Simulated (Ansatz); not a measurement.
This cell of WSe2 (2H-MoS2 type, space group P6_3/mmc) is off equilibrium:

```
CELL_PARAMETERS angstrom
      3.27774     0.00000     0.00000
     -1.63887     2.83861     0.00000
      0.00000     0.00000    13.06303
ATOMIC_POSITIONS crystal
  W  0.33333 0.66667 0.25000
  W  0.66667 0.33333 0.75000
  Se 0.33333 0.66667 0.62202
  Se 0.66667 0.33333 0.12202
  Se 0.66667 0.33333 0.37798
  Se 0.33333 0.66667 0.87798
```

Computed with r2SCAN+rVV10 (plane waves to 500 eV, PAW, scalar-relativistic; Ansatz, a program for electronic structure). k mesh 11×11×3 (Γ-centred), Fermi-Dirac smearing 0.05 eV. The energy includes the smearing's −TS. Compression counts positive. Spin-orbit coupling is left out, though W is heavy. WSe2 is run without spin polarisation. WSe2 was relaxed with its symmetry unable to fall.

**Question.** What is the stress tensor (GPa)?

**Answer.** 
```
    1.8      0.0      0.0
    0.0      1.8      0.0
    0.0      0.0      0.6
```
The pressure, a third of the trace, is 1.4 GPa.

**Question.** It is the relaxed cell scaled evenly to V/V₀ = 0.980, atoms relaxed where free. What is its energy relative to the relaxed cell?

**Answer.** 1.7 meV/atom.

(Under strain, the slope of the energy per volume gives the stress and its curvature an elastic modulus.)
